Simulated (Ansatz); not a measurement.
Ag:
```cif
data_Ag9
_chemical_formula_sum 'Ag9'
_space_group_name_H-M_alt 'R-3m :H'
_space_group_IT_number 166
_space_group_name_Hall '-R 3 2"'
_cell_length_a 2.81527
_cell_length_b 2.81527
_cell_length_c 21.00214
_cell_angle_alpha 90.000
_cell_angle_beta 90.000
_cell_angle_gamma 120.000
loop_
_atom_site_label
_atom_site_type_symbol
_atom_site_symmetry_multiplicity
_atom_site_Wyckoff_symbol
_atom_site_fract_x
_atom_site_fract_y
_atom_site_fract_z
_atom_site_occupancy
Ag1 Ag 3 a 0.00000 0.00000 0.00000 1
Ag2 Ag 6 c 0.00000 0.00000 0.22231 1
```
(The calculation used a cell of 3 atoms; values per cell refer to that cell.)

Relaxed with LDA.

Q: Which orbitals make up the states near the Fermi level in LDA (plane waves, PAW; program Ansatz)?

A: Within 0.5 eV of the Fermi level: Ag 5s 52 %, Ag 4d 19 %, outside the projected shells 29 %. Projections are on Löwdin-orthogonalised atomic valence shells; empty p or d shells of many metals are not among them.

Q: Tabulate the density of states.

A: States/eV per cell of 3 atoms, in 0.25 eV bins, energy from the Fermi level.

```csv
E (eV),total,Ag 4d,Ag 5s,Ag 4p
-7.85,0.20,0.00,0.19,0.00
-7.60,0.27,0.01,0.25,0.00
-7.35,0.34,0.02,0.31,0.00
-7.10,0.45,0.04,0.39,0.00
-6.85,1.47,0.86,0.59,0.01
-6.60,5.61,4.41,1.17,0.01
-6.35,7.64,6.49,1.11,0.02
-6.10,8.61,7.83,0.73,0.02
-5.85,5.97,5.53,0.38,0.01
-5.60,6.27,5.94,0.28,0.01
-5.35,7.94,7.57,0.29,0.01
-5.10,7.47,7.16,0.24,0.01
-4.85,8.87,8.51,0.28,0.01
-4.60,9.33,8.88,0.36,0.01
-4.35,8.00,7.60,0.30,0.01
-4.10,7.63,7.32,0.24,0.01
-3.85,6.16,5.91,0.19,0.01
-3.60,7.05,6.84,0.16,0.00
-3.35,7.69,7.49,0.16,0.00
-3.10,9.81,9.63,0.16,0.00
-2.85,7.37,7.16,0.20,0.00
-2.60,0.72,0.47,0.23,0.00
-2.35,0.68,0.39,0.27,0.00
-2.10,0.66,0.33,0.30,0.00
-1.85,0.66,0.30,0.33,0.00
-1.60,0.67,0.27,0.36,0.00
-1.35,0.68,0.24,0.37,0.00
-1.10,0.69,0.22,0.39,0.00
-0.85,0.72,0.20,0.41,0.00
-0.60,0.74,0.18,0.42,0.00
-0.35,0.79,0.17,0.43,0.00
-0.10,0.83,0.16,0.43,0.00
0.15,0.79,0.14,0.41,0.00
0.40,0.77,0.12,0.39,0.00
0.65,0.77,0.11,0.37,0.00
0.90,0.75,0.10,0.35,0.00
1.15,0.74,0.09,0.32,0.00
1.40,0.70,0.07,0.30,0.00
1.65,0.76,0.08,0.31,0.00
1.90,0.79,0.07,0.31,0.00
2.15,0.74,0.06,0.28,0.00
2.40,0.70,0.05,0.26,0.00
2.65,0.68,0.05,0.23,0.00
2.90,0.65,0.04,0.22,0.00
3.15,0.57,0.03,0.18,0.00
3.40,0.53,0.03,0.15,0.00
3.65,0.56,0.03,0.18,0.00
3.90,0.63,0.04,0.24,0.00
4.15,0.53,0.03,0.20,0.00
4.40,0.46,0.02,0.18,0.00
4.65,0.72,0.04,0.39,0.00
```

The workflow started from a Materials Project entry (that database holds measured and hypothetical structures alike); the Crystallography Open Database copy checked does not list it. It is not the phase usual at ambient conditions (space group No. 225). The cell was relaxed with LDA under the symmetry of its start; its stability against distortions is not shown here. The run is not spin-polarised. Scalar-relativistic: spin–orbit coupling is off unless named, which matters more the heavier the elements.

Potentials: the later of the program's two PAW sets.
